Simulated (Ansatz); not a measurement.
The start is a relaxed FeSi cell, doubled along one cell vector, shaken by Gaussian noise of σ = 0.08 Å a coordinate. The cell and all atomic positions are relaxed at zero pressure with r2SCAN (plane waves to 500 eV, PAW, scalar-relativistic; Ansatz, a program for electronic structure). The first steps use a coarse 9×9×4 k-mesh.

Initial structure:
```
CELL_PARAMETERS angstrom
      2.82329     0.00000     0.00000
     -1.41165     2.44504     0.00000
      0.00000     0.00000     6.83552
ATOMIC_POSITIONS crystal
  Fe 0.03075 0.99598 0.99870
  Fe 0.93806 0.01946 0.49027
  Si 0.26056 0.62989 0.25969
  Si 0.37956 0.72138 0.74012
```
Spin-polarised start, with parallel moments on Fe.

Initial pressure: +3 GPa (positive: the cell is compressed)
Energy released: 0.11 eV/atom
Relative to the parent: The parent structure is recovered, P-6m2 (No. 187)
Shortest distances (start → end): The closest pairs of elements (up to four, under 3.6 Å), start → end: Fe–Si 2.17 → 2.36 Å; Fe–Fe 2.82 → 2.82 Å; Si–Si 2.82 → 2.82 Å
Band gap at the end: no gap (metallic)
Moments at the end: net 0.86 μB/atom, ferromagnetic
Optimiser moves: 6

It ends as:

```cif
data_FeSi
_chemical_formula_sum 'Fe1 Si1'
_space_group_name_H-M_alt 'P-6m2'
_space_group_IT_number 187
_space_group_name_Hall 'P -6 2'
_cell_length_a 2.82329
_cell_length_b 2.82329
_cell_length_c 3.41769
_cell_angle_alpha 90.000
_cell_angle_beta 90.000
_cell_angle_gamma 120.000
loop_
_atom_site_label
_atom_site_type_symbol
_atom_site_symmetry_multiplicity
_atom_site_Wyckoff_symbol
_atom_site_fract_x
_atom_site_fract_y
_atom_site_fract_z
_atom_site_occupancy
Fe1 Fe 1 c 0.33333 0.66667 0.00000 1
Si1 Si 1 b 0.00000 0.00000 0.50000 1
```

Final values are on a 19×19×14 k-mesh of the relaxed cell. Spin state reached: ferromagnetic (net 0.86 μB/atom), from parallel starting moments; other spin orders were not run from this start. r2SCAN tends to overstate moments in metals.

The relaxed structure here is a generated cell of FeSi: the first start was made by placing the elements on the sites of a structure type, and the end was not matched to a known phase here, so it may be hypothetical.
